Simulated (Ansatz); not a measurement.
# ¹⁷O nuclear quadrupole resonance in SiO2

Cell: a structure deposited in the COD, ions relaxed with PBE at fixed cell.

```cif
data_SiO2
_symmetry_space_group_name_H-M 'P4_12_12'
_symmetry_Int_Tables_number 92
_cell_length_a 4.9709
_cell_length_b 4.9709
_cell_length_c 6.9278
_cell_angle_alpha 90.000
_cell_angle_beta 90.000
_cell_angle_gamma 90.000
loop_
_atom_site_label
_atom_site_type_symbol
_atom_site_symmetry_multiplicity
_atom_site_Wyckoff_symbol
_atom_site_fract_x
_atom_site_fract_y
_atom_site_fract_z
Si Si 4 a 0.3055 0.3055 0.0000
O O 8 b 0.2365 0.1168 0.1852
```

One atom of each set is listed.

The numbers come from a DFT calculation in Ansatz (PBE, plane waves and PAW, scalar-relativistic, 420 eV cutoff, Γ-centred 5×5×4 k-points, Fermi–Dirac smearing 0.02 eV).

¹⁷O: I = 5/2, Q = -25.58 mb (year-2017 value). Static lattice, zero field.

Problem. The simulated lines lie at 0.912, 1.74 MHz. What are |C_Q|, η and |V_zz| at O?

Solution. For I = 5/2 and η = 0 the lines are 3|C_Q|/20 and twice that; η pulls their ratio below 2. Here |C_Q| = 5.84 MHz, η = 0.19 and |V_zz| = 9.44 × 10²¹ V/m². The calculation gives V_zz positive; the lines don't show the sign. The site has 2 Si at 1.62–1.63 Å, angle 143°.

At O V_zz runs parallel to the line that joins its two neighbours (within 1°).

The relaxation (5 steps) took 44 s of wall time (44 s of CPU time) and 0.43 GiB at its peak, on 1 thread of Arm Neoverse V2 (aarch64; 8 cores open to the job, memory cap 2.5 GiB, no GPU), a shared host with a load of 0.5 a core.
